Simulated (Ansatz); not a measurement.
SrBiIO₂:
```
SrBiIO2
1.0
    2.95266    -6.85115     0.00000
    2.95266     6.85115     0.00000
    0.00000     0.00000     5.76482
Sr Bi I O
2 2 2 4
Direct
  0.90702   0.09298   0.75000
  0.09298   0.90702   0.25000
  0.57299   0.42701   0.75000
  0.42701   0.57299   0.25000
  0.24419   0.75581   0.75000
  0.75581   0.24419   0.25000
  0.26996   0.26996   0.00000
  0.73004   0.73004   0.00000
  0.73004   0.73004   0.50000
  0.26996   0.26996   0.50000
```

Relaxed with r²SCAN. Special points in fractions of this cell's reciprocal vectors: Γ (0.000, 0.000, 0.000); Y (-0.500, 0.500, 0.000); C0 (-0.296, 0.704, 0.000); Σ0 (0.296, 0.296, 0.000); Z (0.000, 0.000, 0.500); A0 (0.296, 0.296, 0.500); E0 (-0.296, 0.704, 0.500); T (-0.500, 0.500, 0.500); S (0.000, 0.500, 0.000); R (0.000, 0.500, 0.500).

Q: List the band energies nearest the valence-band maximum at these points for plane-wave PAW r²SCAN (Ansatz code).

A: In eV from the valence-band maximum; about four levels below and three above (degenerate sets whole), none deeper than 8.9 eV; points with the same levels are listed once.

```
k                     below                above
--  -----------------------  -------------------
Γ   -0.80 -0.61 -0.57 -0.52       3.68 3.72 3.98
Y   -0.80 -0.61 -0.51 -0.47       3.34 4.34 4.38
C0   -1.08 -1.00 -0.69 0.00       4.00 4.46 4.60
Z   -0.98 -0.98 -0.42 -0.42  4.58 4.58 5.13 5.13
A0  -0.50 -0.50 -0.31 -0.31  4.81 4.81 5.39 5.39
T   -1.00 -1.00 -0.69 -0.69  4.85 4.85 5.52 5.52
S   -1.16 -0.86 -0.67 -0.03       3.88 4.61 4.77
R   -0.48 -0.48 -0.24 -0.24  4.91 4.91 5.17 5.17
```

Space group Cmcm. The first step of the workflow began from a Materials Project structure, measured or hypothetical; the Crystallography Open Database files this formula in space group No. 63, but the cells were not matched. Its standing as an ambient phase is unchecked. The r²SCAN relaxation kept the symmetry of its start; its stability against distortions is not shown here. Spin–orbit coupling is left out wherever it is not named.

Potentials: the later of the program's two PAW sets.
